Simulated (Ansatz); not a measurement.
Ir (fcc, Cu type)

```cif
data_Ir4
_chemical_formula_sum 'Ir4'
_space_group_name_H-M_alt 'Fm-3m'
_space_group_IT_number 225
_space_group_name_Hall '-F 4 2 3'
_cell_length_a 3.87085
_cell_length_b 3.87085
_cell_length_c 3.87085
_cell_angle_alpha 90.000
_cell_angle_beta 90.000
_cell_angle_gamma 90.000
loop_
_atom_site_label
_atom_site_type_symbol
_atom_site_symmetry_multiplicity
_atom_site_Wyckoff_symbol
_atom_site_fract_x
_atom_site_fract_y
_atom_site_fract_z
_atom_site_occupancy
Ir1 Ir 4 a 0.00000 0.00000 0.00000 1
```
(The calculation used a cell of 1 atom; values per cell refer to that cell.)

Equation-of-state scan: isotropic scaling of the cell above, V₀ being its volume. Symmetry pins the atoms to their sites.

The numbers are results of PBE (plane waves to 420 eV, PAW, scalar-relativistic; Ansatz, a program for electronic structure), not measurements. k mesh 22×22×22 (Γ-centred), Fermi-Dirac smearing 0.05 eV. Energies are smeared free energies. Ir is run without spin polarisation. Ir was relaxed with its symmetry unable to fall. Spin-orbit coupling is left out, though Ir is heavy. The zero of ΔE is the relaxed starting cell. The last digit holds for this mesh only.

```tsv
V (Å³/atom)	ΔE (meV/atom)
12.180	572.5
12.644	340.3
13.108	178.2
13.572	73.9
14.036	17.3
14.500	0.0
14.964	15.0
15.428	56.6
15.892	119.8
16.356	200.9
16.820	296.3
```

### Question
What is the fitted pressure derivative B₀′?

### Answer
5.1.

### Question
What bulk modulus B₀ follows from a third-order Birch-Murnaghan fit?

### Answer
346 GPa. Check by three points about V = 14.500 Å³/atom, step 0.928: d²E/dV² ≈ (74 − 2·0 + 57) meV / 0.928² = 0.152 eV/Å⁶, and V·d²E/dV² × 160.2 = 353 GPa.

(A scan under strain: stresses follow from slopes of the energy per volume, elastic moduli from its curvatures.)
